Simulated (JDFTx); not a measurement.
TiAl(111) slab cut from bulk TiAl (space group P4/mmm, indices of the conventional cell, lattice of the Materials Project entry mp-1953, not re-optimised): 11 atoms in 11 planes, a 1x1 cell of 17.99 Å² (|a| = 3.975, |b| = 4.943 Å), 8.7 Å between the outermost planes, Ti outermost, slab composition Ti6Al5, cell height 24.9 Å, 6×6×1 k mesh, Fermi smearing 0.01 Ha, no spin polarisation. Whether this polymorph is the ambient one wasn't checked. Neither spin polarisation nor a larger cell was tried.

Method: PBE, GBRV ultrasoft potentials, plane waves to 20/100 Ha, in a modified build of JDFTx. Liquid: CANDLE, water, 2 M KCl. The neutral cell holds 87 valence electrons and has two faces of 17.991 Å² each. Last filling lines of the neutral and of a charged run (μ in hartree, zero in the bulk liquid):

```
FillingsUpdate:  mu: -0.092802210  nElectrons: 87.000000
FillingsUpdate:  mu: -0.126418000  nElectrons: 86.543882
```

A calculation by hand: both potentials, by the convention U = −μ/e − 4.44 V vs SHE, the surface charge density and the mean capacitance.

U_pzc = 0.09280 × 27.2114 − 4.44 = -1.91 V; U = 0.12642 × 27.2114 − 4.44 = -1.00 V. The cell has -0.4561 excess electrons, a net charge of 0.4561 e, shared by two faces: σ = 0.4561 e / (2 × 17.991 Å²) = 0.01268 e/Å² = 20.3 μC/cm² (1 e/Å² = 1602.18 μC/cm²). C = σ/(U − U_pzc) = 20.3/0.91 ≈ 22 μF/cm².
